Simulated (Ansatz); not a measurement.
A geometry of P away from equilibrium: step 2 of the relaxation of a relaxed P cell displaced along its unstable phonon at q = (½, ½, ½) of its primitive reciprocal cell (112i cm⁻¹), largest move 0.15 Å. These are PBEsol (plane waves to 420 eV, PAW, scalar-relativistic; Ansatz, a program for electronic structure) values and carry that method's errors. Γ-centred k-mesh 13×13×13 on the run's cell (coarser than for final values), Fermi–Dirac smearing 0.05 eV. The plane waves were selected for a different cell earlier on the path.

```xyz
2
Lattice="4.8921 0.0000 0.0000 2.4461 2.4461 0.0000 2.4461 0.0000 2.4332" Properties=species:S:1:pos:R:3 pbc="T T T"
P      0.0000     0.0000    -0.1239
P      2.4461     0.0000     0.1239
```

Q: What forces act on the atoms (eV/Å)?

A: 
```json
[
 {"atom": "P1", "Fx": "0.00", "Fy": "0.00", "Fz": "0.65"},
 {"atom": "P2", "Fx": "0.00", "Fy": "0.00", "Fz": "-0.65"}
]
```

The path ends in I4/mmm (No. 139). No spin polarisation in the result.

The run could not lose the symmetry of its start: the end is stationary, and may be a saddle point rather than a minimum.

Of the parent cell (Pm-3m (No. 221)): The relaxed structure has the type that P is known to take under pressure; here it was relaxed at zero pressure, from a generated start.

The end of the path is a generated cell of P: the first start was made by placing the elements on the sites of a structure type, and the end was not matched to a known phase here, so it may be hypothetical. Known forms of P include space group No. 64.
